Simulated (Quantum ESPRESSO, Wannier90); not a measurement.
# Wannier functions of HgS (wurtzite)

```xyz
4
Lattice="4.1964 0.0000 0.0000 -2.0982 3.6342 0.0000 0.0000 0.0000 6.8703" Properties=species:S:1:pos:R:3 pbc="T T T"
Hg    -2.0982     1.2114    -3.4343
Hg     2.0982    -1.2114     0.0008
S     -2.0982     1.2114    -0.8596
S      2.0982    -1.2114     2.5755
```

Structure: Materials Project mp-973676, symmetrised, not relaxed again. Not found in the COD (Crystallography Open Database) copy used, which has the formula in other groups; not checked further. Level: PBEsol, no spin polarisation, no spin-orbit coupling; pw.x of Quantum ESPRESSO at 53 Ry with PseudoDojo potentials, 12×12×4 k-points, Wannier90. Density: 12×12×6 mesh, Gaussian smearing 0.01 Ry. Spin-orbit coupling is left out although heavy elements are present.

A tight-binding model is made by disentanglement and projection with no localisation steps (num_iter = 0), so the 26 orbitals stay atom-like: hydrogen-like Hg: s;p;d; S: s;p, axes along x, y, z; frozen window up to 1.50 eV relative to the Fermi level. It follows pw.x to 0.5 meV rms for states up to 1.0 eV relative to the Fermi level. Matrix elements depend on this choice of orbitals and windows.

The 20 largest hoppings ⟨m,0|H|n,R⟩ between different sites (one of each Hermitian pair; signs follow the real orbitals' lobes; the list may end inside a set of equal values):

| m | n | R | distance of the centres (Å) | t (eV) |
|---|---|---|---|---|
| S3 pz | Hg1 pz | 0 0 0 | 2.80 | 2.493 |
| S4 pz | Hg2 pz | 0 0 0 | 2.80 | 2.493 |
| Hg2 py | S3 py | 1 0 0 | 2.75 | 2.084 |
| S4 py | Hg1 py | 1 0 1 | 2.75 | 2.084 |
| S3 pz | Hg1 s | 0 0 0 | 2.70 | 1.928 |
| S4 pz | Hg2 s | 0 0 0 | 2.70 | 1.928 |
| S3 s | Hg1 pz | 0 0 0 | 2.67 | -1.834 |
| S4 s | Hg2 pz | 0 0 0 | 2.67 | -1.834 |
| Hg2 s | S3 py | 1 0 0 | 2.68 | 1.815 |
| S4 py | Hg1 s | 1 0 1 | 2.68 | -1.815 |
| Hg2 py | S3 s | 1 0 0 | 2.63 | -1.733 |
| S4 s | Hg1 py | 1 0 1 | 2.63 | 1.733 |
| Hg2 s | S3 px | 1 -1 0 | 2.64 | 1.572 |
| S4 px | Hg1 s | 1 -1 1 | 2.64 | -1.572 |
| Hg1 s | S4 px | 0 1 -1 | 2.64 | 1.572 |
| S3 px | Hg2 s | 0 1 0 | 2.64 | -1.572 |
| Hg1 px | S4 s | 0 1 -1 | 2.61 | -1.501 |
| S3 s | Hg2 px | 0 1 0 | 2.61 | 1.501 |
| Hg2 px | S3 s | 1 -1 0 | 2.61 | -1.501 |
| S4 s | Hg1 px | 1 -1 1 | 2.61 | 1.501 |
